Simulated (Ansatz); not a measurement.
An Ansatz (an electronic-structure program) input:

Ansatz 0.2 input:
```yaml
crystal:
  lattice:
    - [4.6158630906, 0.0, 0.0]
    - [0.0, 4.6158630906, 0.0]
    - [0.0, 0.0, 9.7973575808]
  atoms:
    - { symbol: Ba, position: [0.0, 0.5, 0.6394467309] }
    - { symbol: Ba, position: [0.5, 0.0, 0.3605532691] }
    - { symbol: Cd, position: [0.5, 0.5, 0.0] }
    - { symbol: Cd, position: [0.0, 0.0, 0.0] }
    - { symbol: Sb, position: [0.0, 0.5, 0.1853510006] }
    - { symbol: Sb, position: [0.5, 0.0, 0.8146489994] }
    - { symbol: F, position: [0.5, 0.5, 0.5] }
    - { symbol: F, position: [0.0, 0.0, 0.5] }
kpoints:
  mp_grid: { grid: [5, 5, 3] }
  band_path:
    path:
      - [[0.0, 0.0, 0.0], [0.0, 0.5, 0.0], [0.5, 0.5, 0.0], [0.0, 0.0, 0.0], [0.0, 0.0, 0.5], [0.0, 0.5, 0.5], [0.5, 0.5, 0.5], [0.0, 0.0, 0.5]]  # Γ-X-M-Γ-Z-R-A-Z
      - [[0.0, 0.5, 0.0], [0.0, 0.5, 0.5]]  # X-R
      - [[0.5, 0.5, 0.0], [0.5, 0.5, 0.5]]  # M-A
      - [VBM, CBM]
    npoints: 8
hamiltonian:
  xc: r2scan
  pseudopotentials: { kind: paw }
magnetization: { noncollinear: true, spin_orbit: true }
scf:
  n_extra_bands: 16
  convergence: { dr2_threshold: 0.0000000001 }
  occupations: { method: gaussian, width: 0.01 }
checkpoint: { write: soc.run }
output: { eigenvalues: true }
```

Q: How many symmetry operations and irreducible k-points will the run report?

A: 16 operations, 12 of 75 k-points.

Q: With a cutoff of 500 eV, how many plane waves at Γ?

A: 5303.

It took very roughly 20 core-minutes on shared server cores.

Space group P4/nmm. The workflow started from a Materials Project entry (that database holds measured and hypothetical structures alike); the Crystallography Open Database files this formula in space group No. 129, but the cells were not matched. Whether it is the stable phase at ambient conditions was not checked. Symmetry was held in the r²SCAN relaxation; whether a distortion lowers the energy is not shown.

Potentials: the later of the program's two PAW sets.

Ansatz is a plane-wave DFT program.
